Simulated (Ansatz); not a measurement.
Tl (hcp, Mg type), conventional cell a = b = 3.608 Å, c = 5.574 Å, α = β = 90.00°, γ = 120.00°. The calculation uses the primitive cell of 2 atoms, to which meshes and values per cell refer.

The relaxed cell is deformed in two ways at once: its volume V is scaled, and at that volume it is stretched along z (the c axis of the conventional cell) so that c/a changes. Fractional atomic positions are held.

Level of theory: PBE (plane waves to 420 eV, PAW, scalar-relativistic; Ansatz, an electronic-structure program). k mesh 15×15×9 (Γ-centred), Fermi-Dirac smearing 0.05 eV. Compression counts positive. With partly filled bands, the response to shear is sensitive to the k mesh, so small differences along c/a are uncertain. Spin-orbit coupling is left out, though Tl is heavy. The relaxed volume of Tl is well above the measured one; the method has no dispersion term. Tl was relaxed with its symmetry unable to fall. 

**Question.** Estimate the P (GPa) for all points of the grid V/V₀ = 0.960, 0.973, 0.987, 1.000, 1.013, 1.027, 1.040 by (c/a)/(c/a)₀ = 0.880, 0.920, 0.960, 1.000, 1.040, 1.080, 1.120.

**Answer.** P (GPa), with V/V₀ across and (c/a)/(c/a)₀ down:

```csv
(c/a)/(c/a)₀ \ V/V₀,0.960,0.973,0.987,1.000,1.013,1.027,1.040
0.880,2.0,1.5,1.1,0.7,0.3,0.0,-0.3
0.920,1.7,1.2,0.8,0.4,0.1,-0.3,-0.6
0.960,1.5,1.0,0.6,0.2,-0.1,-0.4,-0.7
1.000,1.2,0.8,0.4,0.0,-0.3,-0.6,-0.9
1.040,1.1,0.7,0.3,-0.1,-0.4,-0.7,-1.0
1.080,1.1,0.7,0.3,-0.1,-0.4,-0.7,-1.0
1.120,1.2,0.7,0.3,0.0,-0.4,-0.7,-1.0
```

(Under strain, the slope of the energy per volume gives the stress and its curvature an elastic modulus.)
